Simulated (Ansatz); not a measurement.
Given:

WO3:
```
WO3
1.0
    5.31618     0.00000     0.00000
    0.00000     5.27500     0.00000
   -0.09616     0.00000     7.73878
W O
4 12
Direct
  0.74693   0.26891   0.71848
  0.25307   0.73109   0.28152
  0.25307   0.76891   0.78152
  0.74693   0.23109   0.21848
  0.46966   0.02657   0.22799
  0.53034   0.97343   0.77201
  0.53034   0.52657   0.27201
  0.46966   0.47343   0.72799
  0.25124   0.70815   0.00609
  0.74876   0.29185   0.99391
  0.74876   0.20815   0.49391
  0.25124   0.79185   0.50609
  0.02309   0.02500   0.77185
  0.97691   0.97500   0.22815
  0.97691   0.52500   0.72815
  0.02309   0.47500   0.27185
```

This is the PBEsol-relaxed structure. Cartesian axes are those of the cell as given.

All from PBEsol in the plane-wave PAW code Ansatz, unless another level is named. Give the hole effective mass with spin–orbit coupling.

1.7 along y (mₑ).

What about the formation energy from the elements (no fitted shifts)?

-2157 meV/atom.

And the electron effective mass?

0.37, 0.68, 6.9 mₑ (principal values).

What about the valence-band maximum?

at Γ.

What about the weight of the valence-edge state by species (Voronoi cells)?

O 99 %.

Space group P2_1/c. The first step of the workflow began from a Materials Project structure, measured or hypothetical; the Crystallography Open Database files this formula in space group No. 14, but the cells were not matched. Its standing as an ambient phase is unchecked. The cell was relaxed with PBEsol under the symmetry of its start; its stability against distortions is not shown here. No spin polarisation was allowed. No Hubbard U is applied. The references are the lowest solids computed at this level, not always the standard phases (solids in place of the gases). Spin–orbit coupling is left out wherever it is not named.

Potentials: the later of the program's two PAW sets.

Edges and masses are those of Kohn–Sham bands, whose gap is no quasiparticle gap.
